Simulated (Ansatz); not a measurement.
The start is a relaxed HgTe cell, doubled along one cell vector, shaken by Gaussian noise of σ = 0.08 Å a coordinate. The cell and all atomic positions are relaxed at zero pressure with r2SCAN (plane waves to 500 eV, PAW, scalar-relativistic; Ansatz, an electronic-structure program). First-step values are on the input's coarse k-mesh.

Ansatz input (later rounds restart from its end on a renewed k-mesh):
Ansatz 0.2 input:
```yaml
crystal:
  lattice:
    - [4.0176218458, -2.4227334714, 0]
    - [4.0176218458, 2.4227334714, 0]
    - [-6.2441313208, 0, 14.4477547368]
  atoms:
    - { symbol: Hg, position: [0.0159156376, 0.0022760124, 0.2505957691] }
    - { symbol: Hg, position: [0.0300937076, -0.0011834624, 0.7568770047] }
    - { symbol: Hg, position: [-0.030215268, -0.0214856458, -0.012461004] }
    - { symbol: Hg, position: [0.0125754985, 0.0065381613, 0.5099205285] }
    - { symbol: Te, position: [0.6440841998, 0.359001692, 0.1296323291] }
    - { symbol: Te, position: [0.654901259, 0.3738862711, 0.6307105484] }
    - { symbol: Te, position: [0.3675423993, 0.613048344, 0.3714745997] }
    - { symbol: Te, position: [0.3772588102, 0.6353351167, 0.8718500913] }
basis: { ecutwfc: 500, ecutrho_ratio: 4, xc_grid: 4, fft_grid_basis: typed }
kpoints: { mp_grid: { grid: [6, 6, 2] } }
hamiltonian:
  xc: r2scan
  dispersion: none
  pseudopotentials: { kind: paw }
scf: { occupations: { method: fermi_dirac, width: 0.05 } }
relax: { f_tol: 0.01, max_steps: 100, cell: { stress_tol: 0.02 } }
output: { forces: true, stress: true }
```

```json
{
 "volume_change": "+0.9 %, from 35.16 to 35.49 Å³/atom",
 "relative_to_the_parent": "It does not go back: it reaches F-43m (No. 216), zinc blende type, 0.08 eV/atom below the parent",
 "Shortest distances (start → end)": "The closest pairs of elements (up to four, under 3.6 Å), start → end: Hg–Te 2.52 → 2.85 Å",
 "band_gap_at_the_end": "zero (the bands touch at this level, without spin-orbit coupling)",
 "optimiser_moves": "19"
}
```

The end point of the relaxation:

Space group F-43m (No. 216); a = b = c = 6.5725 Å, α = β = γ = 90.00°

```csv
atom,site,symmetry,x,y,z
Hg,4a,-43m,0.0000,0.0000,0.0000
Te,4c,-43m,0.2500,0.2500,0.2500
```
(The calculation used a cell of 2 atoms; values per cell refer to that cell.)

Final values are on a 9×9×9 k-mesh of the relaxed cell. No spin polarisation in the result. Without spin-orbit coupling the bands of the heavy element are not split, so the gap can be far off.

Of the parent cell (C2/c (No. 15)): it is a generated cell of HgTe: the first start was made by placing the elements on the sites of a structure type, and the end was not matched to a known phase here, so it may be hypothetical. Known forms of HgTe include space group No. 216.
